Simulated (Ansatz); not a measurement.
Theory: DFT PBE, scalar-relativistic, plane waves, PAW (Ansatz 0.2.0). Settings: cutoff 420 eV, Γ-centred meshes spaced at most about 0.3 Å⁻¹ (2π included), Gaussian smearing. No spin polarisation in the final relaxations.

These are static total energies at zero pressure.

Compare these two cells of YAl₃N₄, each relaxed at this level.

A.

```yaml
crystal:
  lattice:
    - [4.38693, 0.00000, 0.00000]
    - [0.00000, 4.38693, 0.00000]
    - [0.00000, 0.00000, 4.38693]
  atoms:
    - { symbol: Y, position: [0.50000, 0.50000, 0.50000] }
    - { symbol: Al, position: [0.00000, 0.00000, 0.50000] }
    - { symbol: Al, position: [0.50000, 0.00000, 0.00000] }
    - { symbol: Al, position: [0.00000, 0.50000, 0.00000] }
    - { symbol: N, position: [0.50000, 0.50000, 0.00000] }
    - { symbol: N, position: [0.00000, 0.50000, 0.50000] }
    - { symbol: N, position: [0.50000, 0.00000, 0.50000] }
    - { symbol: N, position: [0.00000, 0.00000, 0.00000] }
```

B.

```yaml
crystal:
  lattice:
    - [4.63189, 0.00000, 0.00000]
    - [0.00000, 4.63189, 0.00000]
    - [0.00000, 0.00000, 4.63189]
  atoms:
    - { symbol: Y, position: [0.00000, 0.00000, 0.00000] }
    - { symbol: Al, position: [0.00000, 0.50000, 0.50000] }
    - { symbol: Al, position: [0.50000, 0.00000, 0.50000] }
    - { symbol: Al, position: [0.50000, 0.50000, 0.00000] }
    - { symbol: N, position: [0.27218, 0.27218, 0.72782] }
    - { symbol: N, position: [0.27218, 0.72782, 0.27218] }
    - { symbol: N, position: [0.72782, 0.27218, 0.27218] }
    - { symbol: N, position: [0.72782, 0.72782, 0.72782] }
```

Task: Which would you expect to be lower, and how large is the difference?

Result: B is lower, by 0.31 eV/atom. A has Y and Al ordered on rock salt sites, space group Pm-3m (No. 221), 10.6 Å³/atom and a gap of 1.38 eV on its mesh; B has Y and Al ordered on zinc blende sites, space group P-43m (No. 215), 12.4 Å³/atom and a gap of 2.32 eV. Counting N atoms around Al and Y (those within 1.25 times the shortest such distance or 1.15 times the sum of covalent radii), A has Y 6, Al 6 and B has Y 4, Al 4. The lower one is the more open, so pressure narrows the difference. In A, Y has 6 N at 2.19 Å and 12 Al at 3.10 Å; Al has 6 N at 2.19 Å, 4 Y at 3.10 Å and 8 Al at 3.10 Å; N on a site of symmetry 4/mmm has 2 Y at 2.19 Å and 4 Al at 2.19 Å; 1 more site not described. In B, Y is surrounded by 4 N at 2.18 Å and 12 Al at 3.28 Å; Al has 4 N at 1.95 Å, 4 Y at 3.28 Å and 8 Al at 3.28 Å; around N lie 3 Al at 1.95 Å and 1 Y at 2.18 Å. Both come from invented guesses. A third cell relaxed alike, in I-42m, lies 59 meV/atom below the lower of the two.

Kohn–Sham gaps at this level usually fall short of measured ones. Cells relaxed within their symmetry can be saddle points.
